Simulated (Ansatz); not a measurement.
LaScO₃:
```xyz
20
Lattice="5.8353 0.0000 0.0000 0.0000 8.1434 0.0000 0.0000 0.0000 5.6979" Properties=species:S:1:pos:R:3 pbc="T T T"
La     5.5684     2.0359     0.0675
La     0.2669     6.1076     5.6304
La     3.1846     6.1076     2.9164
La     2.6507     2.0359     2.7815
O      1.7312     7.7050     4.0086
O      4.1041     3.6333     1.6893
O      1.1865     0.4384     1.1596
O      4.6488     4.5101     4.5383
O      4.1041     0.4384     1.6893
O      1.7312     4.5101     4.0086
O      4.6488     7.7050     4.5383
O      1.1865     3.6333     1.1596
Sc     2.9176     0.0000     0.0000
Sc     2.9176     4.0717     0.0000
Sc     0.0000     0.0000     2.8490
Sc     0.0000     4.0717     2.8490
O      3.1221     2.0359     5.1218
O      2.7132     6.1076     0.5762
O      5.6308     6.1076     2.2728
O      0.2045     2.0359     3.4251
```

Relaxed with PBE. Special points in fractions of this cell's reciprocal vectors: Γ (0.000, 0.000, 0.000); X (0.500, 0.000, 0.000); S (0.500, 0.500, 0.000); Y (0.000, 0.500, 0.000); Z (0.000, 0.000, 0.500); U (0.500, 0.000, 0.500); R (0.500, 0.500, 0.500); T (0.000, 0.500, 0.500).

Question: List the band energies nearest the valence-band maximum at these points for plane-wave PAW PBE (Ansatz code).

Answer: In eV from the valence-band maximum; about four levels below and three above (degenerate sets whole), none deeper than 8.9 eV; points with the same levels are listed once.

```
k                    below                above
-  -----------------------  -------------------
Γ   -0.22 -0.14 -0.01 0.00       3.92 4.21 4.31
X  -0.41 -0.41 -0.08 -0.08  4.45 4.45 4.58 4.58
S  -0.23 -0.23 -0.23 -0.23  4.55 4.55 4.55 4.55
Y  -0.22 -0.22 -0.17 -0.17  4.22 4.22 4.54 4.54
Z  -0.28 -0.28 -0.11 -0.11  4.35 4.35 4.58 4.58
U  -0.29 -0.29 -0.24 -0.24  4.17 4.17 4.54 4.54
R  -0.24 -0.24 -0.24 -0.24  4.40 4.40 4.40 4.40
T  -0.26 -0.26 -0.14 -0.14  4.46 4.46 4.47 4.47
```

Space group Pnma. Symmetry was held in the PBE relaxation. The run is not spin-polarised. Spin–orbit coupling is left out wherever it is not named.

Potentials: the later of the program's two PAW sets.
